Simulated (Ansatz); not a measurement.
Ca4IrN4: field gradients at two levels of theory

Cell: a Materials Project structure (computed, not necessarily an observed phase), taken as it stands.

Space group P-1 (No. 2); a = 5.9902, b = 6.1526, c = 8.3832 Å, α = 88.79°, β = 72.28°, γ = 70.34°.

```
site  Wyckoff  site symmetry       x       y       z
 Ca1       2i              1  0.7426  0.7823  0.8498
 Ca3       2i              1  0.2029  0.7230  0.0132
 Ca5       2i              1  0.0497  0.7337  0.4300
 Ca7       2i              1  0.5752  0.2115  0.3799
  Ir       2i              1  0.6129  0.7096  0.2396
 N11       2i              1  0.2950  0.9821  0.3752
 N13       2i              1  0.7416  0.9470  0.1203
 N15       2i              1  0.4104  0.5092  0.2102
 N17       2i              1  0.1587  0.5336  0.6815
```

One atom of each set is listed.

First run. Level of theory: DFT, PBE, plane waves and PAW, scalar-relativistic, collinear spin, 420 eV cutoff, Γ-centred 6×6×4 k-points, Fermi–Dirac smearing 0.05 eV (Ansatz 0.2.0). Start moments as typed (μB): 1 on each Ir, none on the rest.

```json
{"site": "Ca1", "V_zz (10²¹ V/m²)": "-2.27", "η": "0.28", "m (μB)": "0.00"}
{"site": "Ca3", "V_zz (10²¹ V/m²)": "4.72", "η": "0.76", "m (μB)": "0.00"}
{"site": "Ca5", "V_zz (10²¹ V/m²)": "5.53", "η": "0.83", "m (μB)": "0.00"}
{"site": "Ca7", "V_zz (10²¹ V/m²)": "3.32", "η": "0.87", "m (μB)": "0.00"}
{"site": "Ir", "V_zz (10²¹ V/m²)": "25.3", "η": "0.97", "m (μB)": "0.00"}
{"site": "N11", "V_zz (10²¹ V/m²)": "5.06", "η": "0.66", "m (μB)": "0.00"}
{"site": "N13", "V_zz (10²¹ V/m²)": "-4.53", "η": "0.51", "m (μB)": "0.00"}
{"site": "N15", "V_zz (10²¹ V/m²)": "5.14", "η": "0.38", "m (μB)": "0.00"}
{"site": "N17", "V_zz (10²¹ V/m²)": "-1.35", "η": "0.47", "m (μB)": "0.00"}
```

Second run. The same atoms and settings, except that the functional is r2SCAN and the cutoff is 500 eV.

Task: What does the second run give?

Result: 

```csv
site,V_zz,η,change of V_zz,m (μB)
Ca1,-2.35,0.28,-0.08,0.01
Ca3,5.03,0.75,+0.31,0.00
Ca5,5.74,0.86,+0.21,0.00
Ca7,3.58,0.75,+0.26,0.01
Ir,31.1,0.85,+5.82,0.19
N11,5.44,0.71,+0.38,0.05
N13,-5.16,0.50,-0.63,0.01
N15,5.50,0.45,+0.36,0.08
N17,-1.68,0.43,-0.33,0.10
```

The largest change of V_zz is on Ir, from 25.3 to 31.1. In per cent, |V_zz| changes by +3 to +8 on Ca, +23 on Ir, +7 to +14 on N (all sites that start above 2). The absolute magnetisation of the cell goes from 0.0 to 1.5 μB.

With no gap above 0.1 eV, as in a metal, the gradients converge slowly in k; expect changes of a tenth or more on a denser mesh. Spin–orbit coupling is left out, which shifts gradients on Ir by a few per cent in wide-gap crystals, and can shift them far more where the calculated gap is small or absent, as here.
For the first run: Semilocal functionals make gaps too small and can close them, so the real compound need not be a metal. The start moments die out, and the run ends without spin.
For the second run: The largest force is 0.5 eV/Å, so the atoms aren't at the calculated equilibrium and relaxing them would move these values. The program didn't check the stability of this electronic state in full, so a lower one may lie near. Semilocal functionals can leave a metal where correlation in the d or f shell opens a gap in the real compound, and that would change the values at and beside Ir. The run lost most of its start moments on Ir; a state with other moments may lie lower. The magnetic order is the one that the run reached from its start moments, not necessarily the measured one (the real compound may not order at all).
